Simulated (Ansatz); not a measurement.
The geometry is COD entry 9008459, unchecked; take it as a test cell.

Input and log of a run on Ag: DFT, PBEsol, all-electron LAPW, scalar-relativistic (Ansatz 0.2.0).

Command: `ansatz run input.yaml --threads 1 --pin off --max-ram 3072MiB --backend cpu --events-out ev --progress --plain --runs-dir out` The run took 12 s on 1 thread of Arm Neoverse V2, with other jobs on the host, peak memory 0.3 GiB.

```yaml
crystal:
  lattice:
    - [0.0, 2.0431, 2.0431]
    - [2.0431, 0.0, 2.0431]
    - [2.0431, 2.0431, 0.0]
  atoms:
    - { symbol: Ag, position: [0.0, 0.0, 0.0] }
kpoints:
  mp_grid: { grid: [15, 15, 15] }
  band_path:
    path:
      - [0.0, 0.0, 0.0]
      - [0.5, 0.0, 0.5]
      - [0.625, 0.25, 0.625]
      - [0.375, 0.375, 0.75]
      - [0.0, 0.0, 0.0]
      - [0.5, 0.5, 0.5]
      - [0.5, 0.25, 0.75]
      - [0.5, 0.0, 0.5]
    npoints: 14
scf:
  occupations: { method: fermi_dirac, width: 0.03 }
hamiltonian:
  xc: pbesol
  pseudopotentials: { kind: all_electron, lapw: { basis_error: 0.0005 } }
output:
  forces: true
  stress: true
  eigenvalues: true
  populations: true
  dos: { projected: true, de: 0.2, e_range: [-14, 8] }
```

The log:

```
Ag: projections on atomic orbitals take those of the free atom 1s2 2s2 2p6 3s2 3p6 3d10 4s2 4p6 4d10 5s1, of charge +0.00 (hamiltonian.pseudopotentials.projection_atoms)
LAPW: plane waves up to 8.232 Å⁻¹, error target 5.0e-4 eV per atom; small_component_spin mean_spin; Ag in spheres of 1.445 Å, 19 of its electrons in bands, Dirac shells []
Engine: ansatz 0.2.0
Pseudopotentials: kind: all_electron
Pseudopotential: Ag, LAPW, valence charge 19, Koelling and Harmon's equation, gaussian nucleus
Functional definition: PBEsol
  exchange = pbesol_x
  correlation = pbesol_c
Crystal: 1 atoms, lattice volume = 17.057 Å³
Basis set: ecut = 258.2124868722145 eV, 169 PW (Γ), exchange–correlation at level 2
Bands: 14, of which v1, the nominal top of the filled ones, is band 10 counted from 1 (9 counted from 0)
Symmetry: 48 space group operations
Space group: Fm-3m (ITA 225), of the structure as read, at distance tolerance 2.6e-5 Å
k-points: 120 of 3375
Non-local potential: Ag, projectors of the file, none
Initial density: superposition of atomic densities (chi_scale 0.1, normalization cell)
Initial wavefunctions: plane waves of lowest kinetic energy (no species holds an atomic orbital)
Functional: x = pbesol(κ = 0.804, μ = 0.12345679012345678), c = pbesol(β = 0.046)
iter 1 solved again at ethr=2.46e-4 eV; its pass at ethr=1.00e-1 eV (dr2=4.68e-2 eV) is discarded
SCF iter   1: F=—  HF=-144588.295919 eV  |F-HF|=—  |Δ(HF+E_count)|=         —  Δρ=2.16e-2  dr2=4.71e-2  ethr=2.46e-4  ⟨swp⟩=3.0  Hψ=12414  notcnv=0
preconditioner: auto → none  [metal: Δε(μ)=0.038 eV  Ē_g=15.562 eV  σ=0.030 eV  W_gap=0.29  n_scr=8 (ndim 8)  ℏωp=29.8 eV  f_vac=0.000  D(μ)=0.41/eV (n_scr^D=0)  sad-step TF]
iter 2 solved again at ethr=9.12e-6 eV; its pass at ethr=2.46e-4 eV (dr2=1.73e-3 eV) is discarded
SCF iter   2: F=—  HF=-144588.067212 eV  |F-HF|=—  |Δ(HF+E_count)|=   2.29e-1  Δρ=3.22e-3  dr2=1.73e-3  ethr=9.12e-6  ⟨swp⟩=2.0  Hψ=8728  notcnv=0
SCF iter   3: F=—  HF=-144588.006765 eV  |F-HF|=—  |Δ(HF+E_count)|=   6.04e-2  Δρ=4.55e-3  dr2=2.53e-3  ethr=9.12e-6  ⟨swp⟩=3.0  Hψ=5613  notcnv=0
SCF iter   4: F=—  HF=-144588.004568 eV  |F-HF|=—  |Δ(HF+E_count)|=   2.20e-3  Δρ=7.23e-4  dr2=6.66e-5  ethr=9.12e-6  ⟨swp⟩=2.0  Hψ=4516  notcnv=0
SCF iter   5: F=—  HF=-144588.004576 eV  |F-HF|=—  |Δ(HF+E_count)|=   7.97e-6  Δρ=2.32e-5  dr2=6.92e-8  ethr=3.51e-7  ⟨swp⟩=2.0  Hψ=4516  notcnv=0
SCF iter   6: F=-144588.004575 eV  HF=-144588.004575 eV  |F-HF|=4.10e-9  |Δ(HF+E_count)|=   9.70e-7  Δρ=5.62e-6  dr2=3.28e-9  ethr=3.64e-10  ⟨swp⟩=3.0  Hψ=5146  notcnv=0
SCF 1 converged in 6 iterations: F = -144588.004575 eV  dr2 = 3.28e-9
NSCF: frozen V_eff on 99 k-points
SCF converged after 6 iterations
Free energy (F): -144588.004575 eV
Harris-Foulkes:  -144588.004575 eV  (|F-HF|=4.10e-9)
Internal energy: -144588.003091 eV  (E = F + TS)
E sigma→0 (E₀):  -144588.003833 eV
Entropy (-TS):   -0.001484 eV (-1.484 meV/atom)
Fermi energy:    18.736155 eV
--- Per-component energies (eV) ---
  E_band       = -209.596653
  E_kinetic    = 151163.485018
  E_xc         = -3997.191115
  E_electrostatic = -291754.296994  (all electrons and nuclei)
  E_smearing   = -0.001484  (= −TS)
  E_closure    = 0.000000  (closes the sum)
  E_atoms      = -144584.709470  (free atoms, spherical and without spin; not in F)
  Σ components = -144588.004575   (vs F -144588.004575, Δ=0.00e0)
  Basis errors (estimates in eV, not in F): energy 9.2e-5 per atom: plane waves 8.5e-5 (6.3e-5 summed), levels above the bands 5.4e-248, relativity 8.6e-9, radial functions 6.4e-6, core shells 4.8e-7; eigenvalues (radial functions only) 4.5e-7; not estimated: angular momenta, meshes, grids; target (lapw.basis_error) 5.0e-4; muffin-tin radii Ag 1.445 Å
--- Forces (eV/Å), atoms counted from 1 ---
  atom   1  Ag    -0.00000000     0.00000000    -0.00000000
  max |Σ_I F_I| component: 2.30e-31 eV/Å
--- Stress (GPa, compression-positive) ---
       -2.780132      -0.000000       0.000000
       -0.000000      -2.780132       0.000000
        0.000000       0.000000      -2.780132
  P = ⅓ Tr σ = -2.7801 GPa (-27.801 kbar)
--- Band table (eV; the first three rows and the last of 120) ---
  k-point 0: bands = ["-73.2579", "-36.6685", "-36.6685", "-36.6685", "10.7555", "13.8424", "13.8424", "13.8424", "14.8929", "14.8929", "34.4230", "37.9987", "37.9987", "37.9987"]
  k-point 1: bands = ["-73.2571", "-36.6757", "-36.6696", "-36.6696", "10.8946", "13.8098", "13.8811", "13.8811", "14.8781", "14.8781", "34.4490", "36.9040", "38.0626", "38.0626"]
  k-point 2: bands = ["-73.2550", "-36.6960", "-36.6727", "-36.6727", "11.2893", "13.7440", "13.9742", "13.9742", "14.8568", "14.8568", "33.8167", "35.4877", "38.2061", "38.2061"]
  k-point 119: bands = ["-73.2348", "-36.7829", "-36.7754", "-36.7309", "12.9438", "13.4019", "13.7198", "14.9048", "15.8716", "24.1670", "24.1734", "25.8204", "27.3205", "40.0564"]
--- Löwdin populations: 1 site ---
  site symbol       q [e]
     0     Ag     46.8741
  spilling = 0.002680 (of n_electrons = 47.000000)
```
